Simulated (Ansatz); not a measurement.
Level of theory: Ansatz, DFT PBE, scalar-relativistic, plane waves, PAW. Cutoff 420 eV, Γ-centred 18×18×14 mesh (2-atom cell), Gaussian smearing of 0.10 eV, no spin polarisation.

Formation energies are uncorrected and refer to the elements' standard structures at the same level (O₂ as a molecule).

**Question.** Suggest a trial structure for a hexagonal metal with formula TeO, with a formation energy near −0.29 eV/atom and a density near 5.75 g/cm³, in a cell of 2 atoms.

**Answer.** TeO, space group P6mm (No. 183). Te has 1 O at 1.91 Å and 1 O at 2.28 Å; around O lie 1 Te at 1.91 Å and 1 Te at 2.28 Å.

```
CELL_PARAMETERS angstrom
3.38252 0.00000 0.00000
-1.69126 2.92935 0.00000
0.00000 0.00000 4.18635
ATOMIC_POSITIONS crystal
Te 0.00000 0.00000 0.27806
O 0.00000 0.00000 0.82185
```

- Volume per atom: 20.74 Å³
- Density: 5.75 g/cm³
- Formation energy: −0.29 eV/atom
- Gap on the 18×18×14 mesh of the 2-atom cell: 0 eV (a metal)

It was reached by relaxing an invented guess, and it needn't be the stable form of this composition. The answer needn't be unique; the calculation gave this one.

These runs have no spin–orbit coupling, which can matter for Te. The reference form of Te is held partly by dispersion forces, which this level lacks. A structure relaxed within its symmetry needn't be a true minimum. Another cell of TeO relaxed alike, in Pmma, lies 58 meV/atom lower, so this cell isn't the stable form at this level.
